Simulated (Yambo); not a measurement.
RPA spectrum of GaAlP₂ (space group P-4m2, No. 115) on PBEsol bands in Yambo (8×8×6 mesh, 59 bands, 4 Ry local-field block, 0.2 eV broadening; field along x). CGrdSpXd merges neighbouring transition energies to save time; the report line [X-CG] gives the poles kept by one of the 4 MPI tasks, and where the merging fails may depend on that split. Axes are Cartesian, with cell vectors (Å) (3.86, 0.00, 0.00), (0.00, 3.86, 0.00), (0.00, 0.00, 5.45).

```json
[
 {"CGrdSpXd asked (%)": "100", "share reached (%)": "100", "poles used (one task)": "8080", "static ε": "9.29", "largest change of Im ε (% of its maximum)": "0.0", "rough time": "1"},
 {"CGrdSpXd asked (%)": "70", "share reached (%)": "69", "poles used (one task)": "5655", "static ε": "9.29", "largest change of Im ε (% of its maximum)": "0.0", "rough time": "within a factor of two"},
 {"CGrdSpXd asked (%)": "30", "share reached (%)": "29", "poles used (one task)": "2387", "static ε": "9.29", "largest change of Im ε (% of its maximum)": "0.4", "rough time": "about 1/3"},
 {"CGrdSpXd asked (%)": "15", "share reached (%)": "0", "poles used (one task)": "68", "static ε": "9.88", "largest change of Im ε (% of its maximum)": "47", "rough time": "about 1/9"},
 {"CGrdSpXd asked (%)": "5", "share reached (%)": "0", "poles used (one task)": "68", "static ε": "9.88", "largest change of Im ε (% of its maximum)": "47", "rough time": "about 1/9"}
]
```

All runs end normally. In the runs at 15 %, 5 % few poles are left or the spectrum changes by over a quarter of its peak, and no warning says so. Times are rough ratios from shared machines. The k mesh wasn't tested; the rows compare only with each other.

Spin-orbit coupling is not included.

Geometry relaxed with PBEsol; primitive cell a = b = 3.861 Å, c = 5.447 Å, α = β = γ = 90.00°.

The structure is a Materials Project entry; no match was found in the copy of COD used, and its stability was not checked.
